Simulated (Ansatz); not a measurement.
Stability checks on a candidate for Zn₄SeS₃

It was reached by relaxing an invented guess, and it needn't be the stable form of this composition.

All numbers below come from DFT PBE, scalar-relativistic, plane waves, PAW in Ansatz. Plane waves to 420 eV, a 6×6×6 mesh through Γ for the 8-atom cell and 0.02 eV Gaussian smearing; no spin polarisation.

```xyz
8
Lattice="5.5156 0.0000 0.0000 0.0000 5.5156 0.0000 0.0000 0.0000 5.5156" Properties=species:S:1:pos:R:3 pbc="T T T"
Zn    4.1014    4.1014    4.1014
Zn    4.1014    1.4142    1.4142
Zn    1.4142    4.1014    1.4142
Zn    1.4142    1.4142    4.1014
Se    0.0000    0.0000    0.0000
S     2.7578    2.7578    0.0000
S     2.7578    0.0000    2.7578
S     0.0000    2.7578    2.7578
```

The zero of energy is the elements' standard structures at the same level; no fitted shifts are applied.

Problem. These tests were run: energy against the elements; random kick, then relaxation without symmetry; phonons at Γ. What do they show?

Solution.

```json
{"test": "energy against the elements", "result": "−0.787 eV/atom"}
{"test": "random kick, then relaxation without symmetry", "result": "returns"}
{"test": "phonons at Γ", "result": "lowest optical mode 81 cm⁻¹"}
```

It fails none of these tests. Whether a mixture of other phases lies lower isn't tested here. Phonons away from Γ weren't computed.

The reference forms of S and Se are held partly by dispersion forces, which this level lacks. The kick test ran on a coarse mesh. The run for the phonons used a 6×6×6 k mesh.
